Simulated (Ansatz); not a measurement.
Au (fcc (Cu type), Fm-3m) under volume change, DFT-r²SCAN in the program Ansatz with PAW potentials, scaled uniformly.

```tsv
V (Å³/atom)	E − E(relaxed) (meV/atom)	P (GPa)
15.956	84.2	18.99
16.482	34.9	11.36
17.008	8.1	5.12
17.534	0.0	0.00
18.060	7.1	-4.20
18.586	26.7	-7.57
19.112	56.0	-10.18
```

What does a third-order Birch–Murnaghan fit give for V₀, B₀ and B′?

V₀ = 17.53 Å³/atom, B₀ = 153 GPa, B′ = 5.9.

The cell was relaxed with r²SCAN under the symmetry of its start. Scalar-relativistic: spin–orbit coupling is off unless named, which matters more the heavier the elements.

Potentials: the later of the program's two PAW sets.
